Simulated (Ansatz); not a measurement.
NbRu:
```xyz
2
Lattice="0.0000 2.5822 2.5822 2.5822 0.0000 2.5822 2.5822 2.5822 0.0000" Properties=species:S:1:pos:R:3 pbc="T T T"
Ru     0.0000     0.0000     0.0000
Nb     2.5822     2.5822     2.5822
```

Relaxed with r²SCAN. Special points in fractions of this cell's reciprocal vectors: Γ (0.000, 0.000, 0.000); X (0.500, 0.000, 0.500); U (0.625, 0.250, 0.625); K (0.375, 0.375, 0.750); L (0.500, 0.500, 0.500); W (0.500, 0.250, 0.750).

List the band energies nearest the Fermi level at these points for r²SCAN with spin–orbit coupling (plane waves, PAW; program Ansatz).

In eV from the Fermi level; about four levels below and three above (degenerate sets whole), none deeper than 8.9 eV; points with the same levels are listed once.

| k | below | above |
|---|---|---|
| Γ | -4.15 -4.15 -4.15 -4.15 -4.03 -4.03 | 3.59 3.59 3.59 3.59 |
| X | -0.73 -0.73 -0.60 -0.60 | 0.03 0.03 2.23 2.23 |
| U | -2.53 -2.53 -1.12 -1.12 | 0.99 0.99 2.09 2.09 |
| L | -0.76 -0.76 -0.76 -0.76 | 1.42 1.42 1.52 1.52 |
| W | -1.09 -1.09 -0.64 -0.64 | 0.10 0.10 1.99 1.99 |

Space group Fm-3m (rock salt). The start of the workflow was typed in or built on a structure type; neither database checked (COD, Materials Project) lists it. COD files the formula under space group No. 123, 221, so this cell is another polymorph or a model. Its standing as an ambient phase is unchecked. Symmetry was held in the r²SCAN relaxation. At this level the phase is mechanically unstable. No spin polarisation was allowed. Its formation energy is positive at this level, so the cell may be metastable or incomplete.

Potentials: the earlier of the program's two PAW sets.
